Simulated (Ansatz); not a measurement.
TiB2:
```cif
data_B2Ti
_chemical_formula_sum 'Ti1 B2'
_space_group_name_H-M_alt 'P6/mmm'
_space_group_IT_number 191
_space_group_name_Hall '-P 6 2'
_cell_length_a 3.03179
_cell_length_b 3.03179
_cell_length_c 3.22448
_cell_angle_alpha 90.000
_cell_angle_beta 90.000
_cell_angle_gamma 120.000
loop_
_atom_site_label
_atom_site_type_symbol
_atom_site_symmetry_multiplicity
_atom_site_Wyckoff_symbol
_atom_site_fract_x
_atom_site_fract_y
_atom_site_fract_z
_atom_site_occupancy
Ti1 Ti 1 a 0.00000 0.00000 0.00000 1
B1 B 2 d 0.33333 0.66667 0.50000 1
```

Relaxed at zero pressure with DFT-PBE in the program Ansatz with PAW potentials.

### Question
The volume is raised by 3 % and shape and atoms relax at that volume. What pressure results, and how do the axes share the change?

### Answer
-7.0 GPa; a 0.9 %, b 0.9 %, c 1.3 %; the energy rises by 6 meV/atom.

### Question
Give the new structure.

### Answer

Space group P6/mmm (No. 191); a = 3.058 Å, b = 3.058 Å, c = 3.265 Å, α = 90.00°, β = 90.00°, γ = 120.00°

| atom | site | symmetry | x | y | z |
|---|---|---|---|---|---|
| Ti | 1a | 6/mmm | 0.0000 | 0.0000 | 0.0000 |
| B | 2d | -6m2 | 0.3333 | 0.6667 | 0.5000 |

The phase is kept; no other phase was compared at this pressure.

The PBE relaxation kept the symmetry of its start. No spin polarisation was allowed.

Potentials: the earlier of the program's two PAW sets.
